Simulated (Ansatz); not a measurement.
**Ti3C2: hydrostatic pressure series**

All numbers below come from DFT PBEsol, scalar-relativistic, plane waves, PAW (Ansatz). Run with 420 eV cutoff, 12×12×4 k-mesh, Gaussian smearing of 0.10 eV, no spin polarisation.

Reference structure (relaxed):

```
Ti C
1.0
     3.04209    0.00000    0.00000
    -1.52104    2.63453    0.00000
     0.00000    0.00000   14.98465
Ti C
6 4
Cartesian
  0.0000 1.7564 12.6439
  1.5210 0.8782 5.1516
  1.5210 0.8782 2.3407
  0.0000 1.7564 9.8331
  0.0000 0.0000 0.0000
  0.0000 0.0000 7.4923
  1.5210 0.8782 13.7017
  0.0000 1.7564 6.2094
  1.5210 0.8782 8.7753
  0.0000 1.7564 1.2830
```

Cell and atoms are relaxed at each pressure within the symmetry of the start, at zero temperature, so transitions that lower the symmetry aren't seen. The k-mesh given is that at zero pressure and may differ at others. a, b and c are the lengths of the cell vectors above.

| P (GPa) | V (Å³/atom) | V/V0 | a (Å) | b (Å) | c (Å) |
| --- | --- | --- | --- | --- | --- |
| -2 | 12.17 | 1.014 | 3.054 | 3.054 | 15.069 |
| 0 | 12.01 | 1.000 | 3.042 | 3.042 | 14.985 |
| 2 | 11.85 | 0.987 | 3.030 | 3.030 | 14.904 |
| 5 | 11.64 | 0.969 | 3.014 | 3.014 | 14.792 |
| 10 | 11.32 | 0.942 | 2.989 | 2.989 | 14.631 |
| 20 | 10.77 | 0.897 | 2.944 | 2.944 | 14.354 |

**Question.** What bulk modulus and pressure derivative fit these points?

**Answer.** A third-order Birch–Murnaghan fit gives B0 = 151 GPa and B0' = 3.7.

**Question.** Which cell vector or vectors give way most up to 20 GPa?

**Answer.** c: the changes are a -3.2 %, b -3.2 %, c -4.2 %.